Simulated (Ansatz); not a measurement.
Infrared lines of transverse zone-centre modes from r²SCAN+D4 in the plane-wave PAW code Ansatz:

```
ω (cm⁻¹)  relative intensity
--------  ------------------
104                       43
142                      100
```

Problem. Which of these materials gives this?
A. WSe2, P6_3/mmc (W on 2c, Se on 4f)
B. Se, trigonal Se type
C. MoS2, R3m (Mo on 3a, S on 3a, S on 3a)
D. Te, trigonal Se type

Solution. B, Se, trigonal Se type

Space group P3_121 (trigonal Se type). The cell was relaxed with r²SCAN+D4 under the symmetry of its start; of distortions, only those at the zone centre were tested.

Potentials: the later of the program's two PAW sets.
